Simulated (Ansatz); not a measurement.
AlP:
```yaml
crystal:
  lattice:
    - [0.00000, 2.75388, 2.75388]
    - [2.75388, 0.00000, 2.75388]
    - [2.75388, 2.75388, 0.00000]
  atoms:
    - { symbol: P, position: [0.75000, 0.75000, 0.75000] }
    - { symbol: Al, position: [0.00000, 0.00000, 0.00000] }
```

Relaxed with PBE. Special points in fractions of this cell's reciprocal vectors: Γ (0.000, 0.000, 0.000); X (0.500, 0.000, 0.500); U (0.625, 0.250, 0.625); K (0.375, 0.375, 0.750); L (0.500, 0.500, 0.500); W (0.500, 0.250, 0.750).

Task: List the band energies nearest the valence-band maximum at these points for PBE in the plane-wave PAW code Ansatz.

Result: In eV from the valence-band maximum; about four levels below and three above (degenerate sets whole), none deeper than 8.9 eV; points with the same levels are listed once.

```tsv
k	below	above
Γ	0.00 0.00 0.00	3.09 4.53 4.53 4.53
X	-5.22 -2.05 -2.05	1.63 2.48 10.84 10.84
U	-4.94 -3.31 -1.69	2.46 5.07 8.35
L	-5.41 -0.75 -0.75	2.72 4.81 4.81
W	-4.85 -3.07 -2.72	4.32 5.81 6.12
```

Space group F-43m (zinc blende). The PBE relaxation kept the symmetry of its start.

Potentials: the later of the program's two PAW sets.
